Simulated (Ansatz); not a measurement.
Relaxed-ion elastic tensor of BP in space group P6_422 (No. 181; B on 3c, P on 3d) in GPa (Voigt order), DFT-r²SCAN in the program Ansatz with PAW potentials; density 3.20 g/cm³, 10.85 Å³ per atom.

|  | 1 | 2 | 3 | 4 | 5 | 6 |
|---|---|---|---|---|---|---|
| 1 | 434 | 43.2 | 61.7 | 0.0 | 0.0 | 0.0 |
| 2 | 43.2 | 434 | 61.7 | 0.0 | 0.0 | 0.0 |
| 3 | 61.7 | 61.7 | 393 | 0.0 | 0.0 | 0.0 |
| 4 | 0.0 | 0.0 | 0.0 | 212 | 0.0 | 0.0 |
| 5 | 0.0 | 0.0 | 0.0 | 0.0 | 212 | 0.0 |
| 6 | 0.0 | 0.0 | 0.0 | 0.0 | 0.0 | 196 |

Question: Is the crystal mechanically stable?

Answer: Yes: the smallest eigenvalue of C is 196 GPa.

Question: Work out the Voigt, Reuss and Hill averages.

Answer: K_V = 177, K_R = 177, K_H = 177; G_V = 197, G_R = 196, G_H = 196 GPa.

Question: Give Young's modulus, Poisson's ratio, Pugh's ratio and the universal anisotropy index.

Answer: E = 9KG/(3K + G) = 430 GPa; ν = 0.10; K/G = 0.90 (brittle by the Pugh limit of 1.75); A_U = 5G_V/G_R + K_V/K_R − 6 = 0.04.

Question: Estimate the sound speeds and the Debye temperature.

Answer: v_l = √((K + 4G/3)/ρ) = 11700 m/s, v_t = √(G/ρ) = 7840 m/s, mean 8560 m/s; Θ = (h/k)(3n/4πV)^(1/3) v_m = 1150 K.

Question: How much does each axis shrink under pressure?

Answer: Linear compressibilities β_i = Σ_j S_ij (j = 1 to 3): x 1.8, y 1.8, z 2.0 per TPa.

The start of the workflow was typed in or built on a structure type; neither database checked (COD, Materials Project) lists it. It is not the phase usual at ambient conditions (space group No. 216). Symmetry was held in the r²SCAN relaxation; whether a distortion lowers the energy is not shown.

Potentials: the later of the program's two PAW sets.
